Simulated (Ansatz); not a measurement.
## Stationary points along a deformation path in Ba

All numbers below come from DFT PBEsol, scalar-relativistic, plane waves, PAW in Ansatz 0.2.0. The runs took a 420 eV cutoff, a Γ-centred 9×9×14 mesh and Gaussian smearing (0.15 eV). No spin polarisation. Energies are free energies at this smearing, counted from the undisturbed cell; pressure is positive in compression.

The starting cell (as given, not relaxed at this level; it stands at -0.2 GPa; this form isn't the usual structure):

```
Ba
1.0
     6.99607    0.00000    0.00000
    -3.49803    6.05877    0.00000
     0.00000    0.00000    3.90939
Ba
2
Direct
  0.33333 0.66667 0.50000
  0.66667 0.33333 0.50000
```

At fixed volume and fractional coordinates, lengths along (0.000, 0.000, 1.000) are scaled against those across it; ρ is that ratio over its starting value. V = 82.855 Å³/atom. Δσ is the stress along the axis less the mean stress across it (compression positive).

| ρ | ΔE (meV/atom) | Δσ (GPa) | space group |
| --- | --- | --- | --- |
| 0.800 | 175.1 | 5.25 | P6/mmm |
| 0.850 | 82.9 | 3.56 | P6/mmm |
| 0.920 | 15.1 | 1.47 | P6/mmm |
| 0.960 | 0.9 | 0.49 | P6/mmm |
| 1.000 | 0.0 | -0.35 | P6/mmm |
| 1.050 | 13.8 | -1.28 | P6/mmm |
| 1.100 | 40.8 | -2.07 | P6/mmm |
| 1.200 | 121.1 | -3.17 | P6/mmm |
| 1.300 | 213.3 | -3.41 | P6/mmm |

**Question.** How does the stress give the slope of the energy, and where is the energy stationary?

**Answer.** Along the path d ln(length) is 2/3 d ln ρ on the axis and −1/3 d ln ρ across it, so dE/d ln ρ = −(2/3) V Δσ: the energy falls with ρ where Δσ is positive. Δσ vanishes or changes sign between ρ = 0.960 and 1.000, a minimum (near 0.98 by linear interpolation). Pairs of stationary points between two samples would go unseen, and could change a minimum read from distant neighbours into a maximum.

**Question.** Integrate that slope from ρ = 1 to 0.850 by the trapezoid rule.

**Answer.** With V/N in Å³ and 1 eV/Å³ = 160.2 GPa the slopes at ρ = 1.000, 0.960, 0.920, 0.850 are 122, -170, -505, -1227 meV/atom per unit of ln ρ. The steps add 1.0 + 14.4 + 68.5 = 83.9 meV/atom, against 82.9 from the energies; the trapezoid rule misses the curvature of the slope within each step.

In a metal these slopes depend on the k mesh and the smearing.